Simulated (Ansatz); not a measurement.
A relaxation of cell and atoms of an ordered 8-atom cell of Ga4PN3 on the wurtzite lattice (Pm) with the plane-wave code Ansatz, at the level PBE. The starting cell was estimated from covalent radii.

```yaml
crystal:
  lattice:
    - [5.1424882007, 0.0, 0.0]
    - [0.0, 3.1491048382, 0.0]
    - [0.0, 0.0, 5.454409578]
  atoms:
    - { symbol: "N", position: [0.0, 0.0, 0.3333333333] }
    - { symbol: "N", position: [0.0, 0.5, 0.8333333333] }
    - { symbol: "N", position: [0.5, 0.5, 0.1666666667] }
    - { symbol: P, position: [0.5, 0.0, 0.6666666667] }
    - { symbol: Ga, position: [0.375, 0.0, 0.3333333333] }
    - { symbol: Ga, position: [0.375, 0.5, 0.8333333333] }
    - { symbol: Ga, position: [0.875, 0.5, 0.1666666667] }
    - { symbol: Ga, position: [0.875, 0.0, 0.6666666667] }
kpoints:
  mp_grid: { grid: [4, 8, 4] }
hamiltonian:
  xc: pbe
scf:
  occupations: { method: fermi_dirac, width: 0.02 }
relax:
  f_tol: 0.005
  cell: {}
```

The trajectory has 10 recorded frames, each with positions in Å and forces in eV/Å. Some frames, the last among them, repeat a geometry solved again on a basis re-selected at its cell; pressure is positive in compression.

Step 1: energy 0.0 meV/atom from step 1, largest force component 7.589 eV/Å, pressure +56.87 GPa
```xyz
8
Lattice="5.1425 0.0000 0.0000 0.0000 3.1491 0.0000 0.0000 0.0000 5.4544" Properties=species:S:1:pos:R:3:forces:R:3 pbc="T T T"
N     0.0000    0.0000    1.8181    0.0459    0.0000   -0.3385
N     0.0000    1.5746    4.5453    0.1548    0.0000    0.2828
N     2.5712    1.5746    0.9091   -0.1572    0.0000   -0.0854
P     2.5712    0.0000    3.6363   -0.1672    0.0000    0.1879
Ga    1.9284    0.0000    1.8181   -2.5123    0.0000   -7.2232
Ga    1.9284    1.5746    4.5453   -5.0438    0.0000    7.1663
Ga    4.4997    1.5746    0.9091    0.0910    0.0000   -0.0333
Ga    4.4997    0.0000    3.6363    7.5886    0.0000    0.0434
```

Step 2: energy -604.3 meV/atom from step 1, largest force component 1.035 eV/Å, pressure +12.54 GPa
```xyz
8
Lattice="5.3991 0.0000 0.0028 0.0000 3.3060 0.0000 0.0030 0.0000 5.7013" Properties=species:S:1:pos:R:3:forces:R:3 pbc="T T T"
N    -0.0107    0.0000    1.8465    0.0701    0.0000   -0.1259
N    -0.0155    1.6530    4.7981    0.2088    0.0000    0.0959
N     2.7127    1.6530    0.9719   -0.2498    0.0000   -0.0396
P     2.7215    0.0000    3.7883    0.0746    0.0000   -0.2800
Ga    1.9614    0.0000    1.7407   -0.1330    0.0000   -0.6911
Ga    1.9199    1.6530    4.9117   -0.5325    0.0000    1.0352
Ga    4.7058    1.6530    0.9632   -0.4491    0.0000   -0.1249
Ga    4.9138    0.0000    3.7944    1.0109    0.0000    0.1304
```

Step 3: energy -643.5 meV/atom from step 1, largest force component 0.419 eV/Å, pressure +3.35 GPa
```xyz
8
Lattice="5.5015 0.0000 0.0180 0.0000 3.3258 0.0000 0.0191 0.0000 5.8406" Properties=species:S:1:pos:R:3:forces:R:3 pbc="T T T"
N    -0.0240    0.0000    1.8791    0.1518    0.0000    0.0026
N     0.0286    1.6629    4.9392    0.0189    0.0000   -0.0952
N     2.7333    1.6629    1.0024   -0.0713    0.0000   -0.1339
P     2.8175    0.0000    3.8655   -0.1532    0.0000    0.0229
Ga    1.9770    0.0000    1.7907   -0.1366    0.0000   -0.3573
Ga    1.9786    1.6629    5.0617   -0.1694    0.0000    0.4186
Ga    4.7499    1.6629    0.9838   -0.0503    0.0000    0.0696
Ga    5.0708    0.0000    3.9029    0.4099    0.0000    0.0728
```

Q: Estimate where the relaxation ends.

A:
Step 4: energy -647.7 meV/atom from step 1, largest force component 0.126 eV/Å, pressure +0.23 GPa
```xyz
8
Lattice="5.5150 0.0000 0.0123 0.0000 3.3663 0.0000 0.0130 0.0000 5.8706" Properties=species:S:1:pos:R:3:forces:R:3 pbc="T T T"
N    -0.0195    0.0000    1.8876    0.0338    0.0000   -0.0165
N     0.0205    1.6831    4.9667    0.0037    0.0000   -0.0363
N     2.7346    1.6831    1.0004   -0.0044    0.0000   -0.0273
P     2.8100    0.0000    3.8823   -0.0785    0.0000    0.0697
Ga    1.9826    0.0000    1.7767   -0.0766    0.0000   -0.0582
Ga    1.9725    1.6831    5.0953    0.0017    0.0000    0.0270
Ga    4.7593    1.6831    0.9919   -0.0054    0.0000    0.0019
Ga    5.0948    0.0000    3.9246    0.1257    0.0000    0.0397
```

Step 5: energy -647.8 meV/atom from step 1, largest force component 0.036 eV/Å, pressure -0.05 GPa
```xyz
8
Lattice="5.5221 0.0000 0.0159 0.0000 3.3660 0.0000 0.0169 0.0000 5.8738" Properties=species:S:1:pos:R:3:forces:R:3 pbc="T T T"
N    -0.0185    0.0000    1.8870    0.0175    0.0000   -0.0091
N     0.0264    1.6830    4.9692   -0.0185    0.0000   -0.0257
N     2.7374    1.6830    1.0020    0.0039    0.0000   -0.0016
P     2.8159    0.0000    3.8873   -0.0312    0.0000    0.0266
Ga    1.9822    0.0000    1.7778   -0.0258    0.0000   -0.0106
Ga    1.9781    1.6830    5.1019    0.0210    0.0000   -0.0100
Ga    4.7638    1.6830    0.9947   -0.0032    0.0000    0.0072
Ga    5.1096    0.0000    3.9312    0.0364    0.0000    0.0230
```

Step 6: energy -647.9 meV/atom from step 1, largest force component 0.005 eV/Å, pressure 0.00 GPa
```xyz
8
Lattice="5.5208 0.0000 0.0156 0.0000 3.3662 0.0000 0.0166 0.0000 5.8731" Properties=species:S:1:pos:R:3:forces:R:3 pbc="T T T"
N    -0.0182    0.0000    1.8855   -0.0021    0.0000    0.0006
N     0.0253    1.6831    4.9671    0.0032    0.0000   -0.0018
N     2.7366    1.6831    1.0025    0.0017    0.0000   -0.0007
P     2.8138    0.0000    3.8875    0.0030    0.0000   -0.0013
Ga    1.9800    0.0000    1.7769   -0.0015    0.0000    0.0011
Ga    1.9788    1.6831    5.1011   -0.0048    0.0000    0.0005
Ga    4.7622    1.6831    0.9946   -0.0013    0.0000    0.0008
Ga    5.1104    0.0000    3.9316    0.0017    0.0000    0.0010
```

Step 7: energy -663.3 meV/atom from step 1, largest force component 0.005 eV/Å, pressure +1.39 GPa
```xyz
8
Lattice="5.5208 0.0000 0.0156 0.0000 3.3662 0.0000 0.0166 0.0000 5.8731" Properties=species:S:1:pos:R:3:forces:R:3 pbc="T T T"
N    -0.0182    0.0000    1.8855   -0.0055    0.0000    0.0028
N     0.0253    1.6831    4.9671   -0.0003    0.0000   -0.0038
N     2.7366    1.6831    1.0025    0.0044    0.0000    0.0013
P     2.8138    0.0000    3.8875    0.0039    0.0000   -0.0020
Ga    1.9800    0.0000    1.7769   -0.0004    0.0000    0.0041
Ga    1.9788    1.6831    5.1011   -0.0021    0.0000   -0.0037
Ga    4.7622    1.6831    0.9946   -0.0002    0.0000    0.0020
Ga    5.1104    0.0000    3.9316    0.0002    0.0000   -0.0007
```

Step 8: energy -663.5 meV/atom from step 1, largest force component 0.034 eV/Å, pressure -0.24 GPa
```xyz
8
Lattice="5.5366 0.0000 0.0179 0.0000 3.3772 0.0000 0.0190 0.0000 5.9086" Properties=species:S:1:pos:R:3:forces:R:3 pbc="T T T"
N    -0.0177    0.0000    1.8986    0.0098    0.0000   -0.0053
N     0.0282    1.6886    4.9967    0.0123    0.0000    0.0034
N     2.7439    1.6886    1.0079   -0.0121    0.0000   -0.0326
P     2.8209    0.0000    3.9108   -0.0029    0.0000    0.0156
Ga    1.9877    0.0000    1.7911   -0.0125    0.0000   -0.0261
Ga    1.9886    1.6886    5.1322   -0.0073    0.0000    0.0340
Ga    4.7782    1.6886    1.0012    0.0038    0.0000    0.0113
Ga    5.1239    0.0000    3.9585    0.0088    0.0000   -0.0001
```

Step 9: energy -663.7 meV/atom from step 1, largest force component 0.002 eV/Å, pressure 0.00 GPa
```xyz
8
Lattice="5.5383 0.0000 0.0161 0.0000 3.3773 0.0000 0.0171 0.0000 5.8959" Properties=species:S:1:pos:R:3:forces:R:3 pbc="T T T"
N    -0.0177    0.0000    1.8941    0.0005    0.0000   -0.0013
N     0.0274    1.6887    4.9862   -0.0003    0.0000    0.0010
N     2.7446    1.6887    1.0044   -0.0013    0.0000    0.0017
P     2.8214    0.0000    3.9030    0.0006    0.0000   -0.0002
Ga    1.9869    0.0000    1.7843    0.0021    0.0000    0.0010
Ga    1.9863    1.6887    5.1205   -0.0008    0.0000    0.0002
Ga    4.7789    1.6887    0.9988   -0.0010    0.0000   -0.0009
Ga    5.1247    0.0000    3.9488    0.0006    0.0000   -0.0014
```

Step 10: energy -663.9 meV/atom from step 1, largest force component 0.002 eV/Å, pressure 0.00 GPa
```xyz
8
Lattice="5.5383 0.0000 0.0161 0.0000 3.3773 0.0000 0.0171 0.0000 5.8959" Properties=species:S:1:pos:R:3:forces:R:3 pbc="T T T"
N    -0.0177    0.0000    1.8941    0.0004    0.0000   -0.0016
N     0.0274    1.6887    4.9862   -0.0003    0.0000    0.0012
N     2.7446    1.6887    1.0044   -0.0013    0.0000    0.0018
P     2.8214    0.0000    3.9030    0.0005    0.0000    0.0000
Ga    1.9869    0.0000    1.7843    0.0022    0.0000    0.0006
Ga    1.9863    1.6887    5.1205   -0.0009    0.0000    0.0000
Ga    4.7789    1.6887    0.9988   -0.0012    0.0000   -0.0008
Ga    5.1247    0.0000    3.9488    0.0007    0.0000   -0.0012
```

In 8 steps the volume changed by +24.9 %; between the first SCF and the last, each on a basis chosen for its cell, the energy fell by 664 meV an atom. Final cell: space group Pm (No. 6), monoclinic; conventional cell a = 5.538 Å, b = 3.377 Å, c = 5.896 Å, β = 90.3°, 13.79 Å³ an atom. Around N lie 4 Ga at 2.01–2.08 Å; around N lie 4 Ga at 1.96–2.04 Å; around N lie 4 Ga at 1.94–2.03 Å; around P lie 4 Ga at 2.24–2.30 Å; around Ga lie 3 N at 2.01 Å and 1 P at 2.28 Å; around Ga lie 2 N at 1.94–1.96 Å and 2 P at 2.24 Å; around Ga lie 4 N at 2.03–2.06 Å; around Ga lie 3 N at 2.04–2.08 Å and 1 P at 2.30 Å.

Run as `ansatz run input.yaml --threads 4 --pin off --max-ram 6451MiB --backend cpu --events-out ev --progress --plain --runs-dir out`. It took 57 s on 4 threads of Arm Neoverse V1, on a shared host, load about 0.6 per core; peak host memory 0.52 GiB.

The calculation is spin-unpolarised, and the structure need not be a phase that has been made.
